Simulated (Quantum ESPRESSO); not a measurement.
# W3MoSe5S3: one run as intended and one with a planted mistake

A calculation, not a measurement. The program is pw.x of Quantum ESPRESSO 7.5 (plane-wave density functional theory). The cell is made up: 12 atoms on a layered 2H lattice, with randomly drawn elements, strain and displacements, not relaxed. PseudoDojo standard norm-conserving files (v0.5 for PBE, v0.4.1 for LDA and PBEsol) set the functional; there is no spin polarisation, spin-orbit coupling or dispersion term, and the masses in the input are unused placeholders.

Intended input:

```
&control calculation='scf', pseudo_dir='./dojo.nc.sr.pbe.v0_5.standard.upf', outdir='./o', disk_io='low', tprnfor=.true., tstress=.true. /
&system ibrav=0, nat=12, ntyp=4, nbnd=83, ecutwfc=85.99341389, nosym=.true., tot_charge=0,
 occupations='smearing', smearing='fd', degauss=0.0018374661
/
&electrons conv_thr=7.350e-09, electron_maxstep=60, /
ATOMIC_SPECIES
Mo 1.0 Mo.upf
S 1.0 S.upf
Se 1.0 Se.upf
W 1.0 W.upf
CELL_PARAMETERS angstrom
3.3029 0.0 0.0
0.0 5.7208 0.0
0.0 0.0 13.1788
ATOMIC_POSITIONS angstrom
W -0.0009 1.9392 3.3393
Mo 1.6847 0.9775 9.895
W 1.6362 4.7813 3.2771
W 0.017 3.7448 9.8987
Se -0.0275 1.8966 8.2572
S 0.0136 1.9523 11.534
Se 1.6421 0.9649 1.5947
S 1.6051 0.8822 5.0128
Se 1.7279 4.7745 8.2549
S 1.651 4.81 11.5448
Se -0.0455 3.8251 1.6278
Se -0.0548 3.8263 4.9635
K_POINTS automatic
7 4 2 1 1 1
```

The log is shortened where brackets say so; the opening notice, blank lines, dates and the lines on written files are dropped, and the path of the files is cut. It prints rydbergs, bohrs and kilobars, and counts compression as positive stress. Where no state is partly filled, the Fermi energy that it prints is only some level between the filled and the empty states on the mesh, and need not lie in the true gap.

Log of the intended run:

```
     Program PWSCF v.7.5
     Parallel version (MPI & OpenMP), running on       4 processor cores
     Number of MPI processes:                 4
     Threads/MPI process:                     1
     [start-up lines left out]
     bravais-lattice index     =            0
     lattice parameter (alat)  =       6.2416  a.u.
     unit-cell volume          =    1680.4464 (a.u.)^3
     number of atoms/cell      =           12
     number of atomic types    =            4
     number of electrons       =       154.00
     number of Kohn-Sham states=           83
     kinetic-energy cutoff     =      85.9934  Ry
     charge density cutoff     =     343.9737  Ry
     scf convergence threshold =      7.3E-09
     mixing beta               =       0.7000
     number of iterations used =            8  plain     mixing
     Exchange-correlation= PBE
                           (   1   4   3   4   0   0   0)
     [axes and pseudopotential details left out]
   Cartesian axes
     site n.     atom                  positions (alat units)
         1        W      tau(   1) = (  -0.0002725   0.5871204   1.0110206  )
         2        Mo     tau(   2) = (   0.5100669   0.2959520   2.9958521  )
         3        W      tau(   3) = (   0.4953828   1.4476066   0.9921887  )
         4        W      tau(   4) = (   0.0051470   1.1337915   2.9969724  )
         5        Se     tau(   5) = (  -0.0083260   0.5742227   2.4999849  )
         6        S      tau(   6) = (   0.0041176   0.5910866   3.4920827  )
         7        Se     tau(   7) = (   0.4971692   0.2921372   0.4828181  )
         8        S      tau(   8) = (   0.4859669   0.2670986   1.5176966  )
         9        Se     tau(   9) = (   0.5231463   1.4455479   2.4992885  )
        10        S      tau(  10) = (   0.4998638   1.4562960   3.4953526  )
        11        Se     tau(  11) = (  -0.0137758   1.1581035   0.4928396  )
        12        Se     tau(  12) = (  -0.0165915   1.1584668   1.5027703  )
     number of k points=    28  Fermi-Dirac smearing, width (Ry)=  0.0018
                       cart. coord. in units 2pi/alat
        k(    1) = (   0.0714286   0.0721687   0.0626556), wk =   0.0714286
        k(    2) = (   0.0714286   0.0721687  -0.0626556), wk =   0.0714286
     [further k points left out]
     Dense  grid:   181073 G-vectors     FFT dimensions: (  40,  64, 150)
     Estimated max dynamical RAM per process >     567.11 MB
     Estimated total dynamical RAM >       2.09 GB
     Initial potential from superposition of free atoms
     starting charge     153.9966, renormalised to     154.0000
     Starting wfcs are   97 randomized atomic wfcs
     total cpu time spent up to now is        9.3 secs
     per-process dynamical memory:   407.7 Mb
     Self-consistent Calculation
     iteration #  1     ecut=    85.99 Ry     beta= 0.70
     Davidson diagonalization with overlap
     ethr =  1.00E-02,  avg # of iterations =  2.0
     Threshold (ethr) on eigenvalues was too large:
     Diagonalizing with lowered threshold
     Davidson diagonalization with overlap
     ethr =  5.23E-04,  avg # of iterations =  2.1
     total cpu time spent up to now is       48.3 secs
     total energy              =   -1874.12932707 Ry
     estimated scf accuracy    <       0.83253164 Ry
     iteration #  2     ecut=    85.99 Ry     beta= 0.70
     Davidson diagonalization with overlap
     ethr =  5.41E-04,  avg # of iterations =  9.3
     total cpu time spent up to now is       79.9 secs
     total energy              =   -1872.51067287 Ry
     estimated scf accuracy    <      22.11898171 Ry
     [iterations 3 to 19 left out]
     iteration # 20     ecut=    85.99 Ry     beta= 0.70
     Davidson diagonalization with overlap
     ethr =  2.64E-11,  avg # of iterations =  2.8
     total cpu time spent up to now is      491.0 secs
     total energy              =   -1874.59248535 Ry
     estimated scf accuracy    <          8.0E-09 Ry
     iteration # 21     ecut=    85.99 Ry     beta= 0.70
     Davidson diagonalization with overlap
     ethr =  5.18E-12,  avg # of iterations =  5.4
     total cpu time spent up to now is      512.2 secs
     End of self-consistent calculation
     [lines on levels left out]
     the Fermi energy is    11.8613 ev
!    total energy              =   -1874.59248535 Ry
     estimated scf accuracy    <          2.7E-09 Ry
     smearing contrib. (-TS)   =      -0.00000000 Ry
     internal energy E=F+TS    =   -1874.59248535 Ry
     The total energy is F=E-TS. E is the sum of the following terms:
     one-electron contribution =   -1101.33915407 Ry
     hartree contribution      =     597.29675659 Ry
     xc contribution           =    -380.86747437 Ry
     ewald contribution        =    -989.68261350 Ry
     convergence has been achieved in  21 iterations
     Forces acting on atoms (cartesian axes, Ry/au):
     atom    1 type  4   force =    -0.01537810   -0.06708108    0.02052143
     atom    2 type  1   force =    -0.02610758   -0.00763497    0.09111074
     atom    3 type  4   force =    -0.02286454    0.02708378    0.04178427
     atom    4 type  4   force =     0.01429032    0.06085306    0.08841508
     atom    5 type  3   force =     0.02375605   -0.00520391   -0.03832633
     atom    6 type  2   force =     0.00322235   -0.01645719   -0.05570516
     atom    7 type  3   force =     0.00216044    0.01469149    0.02665581
     atom    8 type  2   force =     0.00997844    0.02763417   -0.09087260
     atom    9 type  3   force =    -0.02126391   -0.01007632   -0.00916709
     atom   10 type  2   force =     0.00545146   -0.02139751   -0.07528738
     atom   11 type  3   force =     0.01281081   -0.00816808   -0.01041691
     atom   12 type  3   force =     0.01394426    0.00575658    0.01128815
     Total force =     0.227837     Total SCF correction =     0.000371
     Computing stress (Cartesian axis) and pressure
          total   stress  (Ry/bohr**3)                   (kbar)     P=      -32.81
  -0.00023785  -0.00001213   0.00002636          -34.99       -1.78        3.88
  -0.00001213  -0.00018601   0.00000621           -1.78      -27.36        0.91
   0.00002636   0.00000621  -0.00024526            3.88        0.91      -36.08
     init_run     :      8.55s CPU      8.87s WALL (       1 calls)
     electrons    :    495.18s CPU    502.94s WALL (       1 calls)
     forces       :      4.03s CPU      4.08s WALL (       1 calls)
     stress       :     13.63s CPU     13.91s WALL (       1 calls)
     [timing details left out]
     PWSCF        :   8m41.90s CPU   8m50.43s WALL
     JOB DONE.
```

A second run has one planted mistake: the cell has the wrong charge. The input lines that differ, file-writing options aside:

```
- &system ibrav=0, nat=12, ntyp=4, nbnd=83, ecutwfc=85.99341389, nosym=.true., tot_charge=0,
+ &system ibrav=0, nat=12, ntyp=4, nbnd=84, ecutwfc=85.99341389, nosym=.true., tot_charge=-1,
```

Its log:

```
     Program PWSCF v.7.5
     Parallel version (MPI & OpenMP), running on       4 processor cores
     Number of MPI processes:                 4
     Threads/MPI process:                     1
     [start-up lines left out]
     bravais-lattice index     =            0
     lattice parameter (alat)  =       6.2416  a.u.
     unit-cell volume          =    1680.4464 (a.u.)^3
     number of atoms/cell      =           12
     number of atomic types    =            4
     number of electrons       =       155.00
     number of Kohn-Sham states=           84
     kinetic-energy cutoff     =      85.9934  Ry
     charge density cutoff     =     343.9737  Ry
     scf convergence threshold =      7.3E-09
     mixing beta               =       0.7000
     number of iterations used =            8  plain     mixing
     Exchange-correlation= PBE
                           (   1   4   3   4   0   0   0)
     [axes and pseudopotential details left out]
   Cartesian axes
     site n.     atom                  positions (alat units)
         1        W      tau(   1) = (  -0.0002725   0.5871204   1.0110206  )
         2        Mo     tau(   2) = (   0.5100669   0.2959520   2.9958521  )
         3        W      tau(   3) = (   0.4953828   1.4476066   0.9921887  )
         4        W      tau(   4) = (   0.0051470   1.1337915   2.9969724  )
         5        Se     tau(   5) = (  -0.0083260   0.5742227   2.4999849  )
         6        S      tau(   6) = (   0.0041176   0.5910866   3.4920827  )
         7        Se     tau(   7) = (   0.4971692   0.2921372   0.4828181  )
         8        S      tau(   8) = (   0.4859669   0.2670986   1.5176966  )
         9        Se     tau(   9) = (   0.5231463   1.4455479   2.4992885  )
        10        S      tau(  10) = (   0.4998638   1.4562960   3.4953526  )
        11        Se     tau(  11) = (  -0.0137758   1.1581035   0.4928396  )
        12        Se     tau(  12) = (  -0.0165915   1.1584668   1.5027703  )
     number of k points=    28  Fermi-Dirac smearing, width (Ry)=  0.0018
                       cart. coord. in units 2pi/alat
        k(    1) = (   0.0714286   0.0721687   0.0626556), wk =   0.0714286
        k(    2) = (   0.0714286   0.0721687  -0.0626556), wk =   0.0714286
     [further k points left out]
     Dense  grid:   181073 G-vectors     FFT dimensions: (  40,  64, 150)
     Estimated max dynamical RAM per process >     571.29 MB
     Estimated total dynamical RAM >       2.10 GB
     Initial potential from superposition of free atoms
     starting charge     153.9966, renormalised to     155.0000
     Starting wfcs are   97 randomized atomic wfcs
     total cpu time spent up to now is        9.0 secs
     per-process dynamical memory:   410.8 Mb
     Self-consistent Calculation
     iteration #  1     ecut=    85.99 Ry     beta= 0.70
     Davidson diagonalization with overlap
     ethr =  1.00E-02,  avg # of iterations =  2.0
     Threshold (ethr) on eigenvalues was too large:
     Diagonalizing with lowered threshold
     Davidson diagonalization with overlap
     ethr =  8.27E-04,  avg # of iterations =  2.0
     total cpu time spent up to now is       47.0 secs
     total energy              =   -1872.86291277 Ry
     estimated scf accuracy    <       1.30218508 Ry
     iteration #  2     ecut=    85.99 Ry     beta= 0.70
     Davidson diagonalization with overlap
     ethr =  8.40E-04,  avg # of iterations = 11.0
     total cpu time spent up to now is       80.3 secs
     total energy              =   -1869.60250669 Ry
     estimated scf accuracy    <      40.53624146 Ry
     [iterations 3 to 19 left out]
     iteration # 20     ecut=    85.99 Ry     beta= 0.70
     Davidson diagonalization with overlap
     ethr =  2.38E-11,  avg # of iterations =  2.9
     total cpu time spent up to now is      492.4 secs
     total energy              =   -1873.66803368 Ry
     estimated scf accuracy    <       0.00000002 Ry
     iteration # 21     ecut=    85.99 Ry     beta= 0.70
     Davidson diagonalization with overlap
     ethr =  1.37E-11,  avg # of iterations =  2.0
     total cpu time spent up to now is      509.7 secs
     End of self-consistent calculation
     [lines on levels left out]
     the Fermi energy is    12.7172 ev
!    total energy              =   -1873.66803368 Ry
     estimated scf accuracy    <          3.4E-09 Ry
     smearing contrib. (-TS)   =      -0.00103788 Ry
     internal energy E=F+TS    =   -1873.66699580 Ry
     The total energy is F=E-TS. E is the sum of the following terms:
     one-electron contribution =   -1100.18576413 Ry
     hartree contribution      =     597.97585094 Ry
     xc contribution           =    -381.77446911 Ry
     ewald contribution        =    -989.68261350 Ry
     convergence has been achieved in  21 iterations
     Forces acting on atoms (cartesian axes, Ry/au):
     atom    1 type  4   force =    -0.01414731   -0.06107296    0.01684262
     atom    2 type  1   force =    -0.02344744    0.00830791    0.08197123
     atom    3 type  4   force =    -0.02285160    0.02222691    0.04148885
     atom    4 type  4   force =     0.01262318    0.04407957    0.08166195
     atom    5 type  3   force =     0.02300774   -0.00655407   -0.04712246
     atom    6 type  2   force =     0.00303554   -0.01571964   -0.03707653
     atom    7 type  3   force =     0.00205966    0.01414206    0.01380987
     atom    8 type  2   force =     0.00948579    0.02639522   -0.07524599
     atom    9 type  3   force =    -0.02087313   -0.00901857   -0.01470624
     atom   10 type  2   force =     0.00499629   -0.02083345   -0.06323552
     atom   11 type  3   force =     0.01247909   -0.00782267   -0.01956336
     atom   12 type  3   force =     0.01363219    0.00586970    0.02117558
     Total force =     0.201958     Total SCF correction =     0.000293
     Computing stress (Cartesian axis) and pressure
          total   stress  (Ry/bohr**3)                   (kbar)     P=       78.89
   0.00046452  -0.00001233   0.00002503           68.33       -1.81        3.68
  -0.00001233   0.00052706   0.00000804           -1.81       77.53        1.18
   0.00002503   0.00000804   0.00061730            3.68        1.18       90.81
     init_run     :      8.61s CPU      8.90s WALL (       1 calls)
     electrons    :    493.18s CPU    500.73s WALL (       1 calls)
     forces       :      3.96s CPU      4.01s WALL (       1 calls)
     stress       :     13.49s CPU     13.78s WALL (       1 calls)
     [timing details left out]
     PWSCF        :   8m39.44s CPU   8m47.74s WALL
     JOB DONE.
```

```
                                            intended run  run with the mistake
                          free energy (eV)    -25505.130            -25492.552
                    smearing term -TS (eV)        0.0000               -0.0141
                            pressure (GPa)         -3.28                  7.89
            largest force component (eV/Å)         2.343                 2.108
largest change of a force component (eV/Å)                               0.479
                                iterations            21                    21
```

For scale, a rerun of the intended cell at a cutoff of 1467 eV and k mesh 9 x 6 x 4 moved values by no more than 0.004 eV in energy, 0.02 GPa in stress and 0.003 eV/Å in force. The charged cell sits in a uniform background, so its energy and stress rest on the program's zero of potential. The number of bands, nbnd, was set by rule from the electron count and the smearing, so it follows the mistake.